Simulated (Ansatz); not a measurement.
AlFe, in the lowest of the structures calculated here: Pm-3m (No. 221), cP2, CsCl type; a = 2.875 Å, b = 2.875 Å, c = 2.875 Å, α = 90.00°, β = 90.00°, γ = 90.00°; Fe 1a (0.000, 0.000, 0.000); Al 1b (0.500, 0.500, 0.500). The numbers are results of PBE (plane waves to 420 eV, PAW, scalar-relativistic; Ansatz, a first-principles code), not measurements. Element references, the lowest calculated here: Fe (Im-3m, ferromagnetic), Al (Fm-3m).

Problem. Predict the formation energy of this Pm-3m form of AlFe from the elements from PBE.

Solution. -0.32 eV/atom.

Static energies, no anion corrections, no zero-point energy. Values are rounded to 0.01 eV/atom. Spin state reached: ferromagnetic (net 0.35 μB/atom); other spin orders were not run from this start.
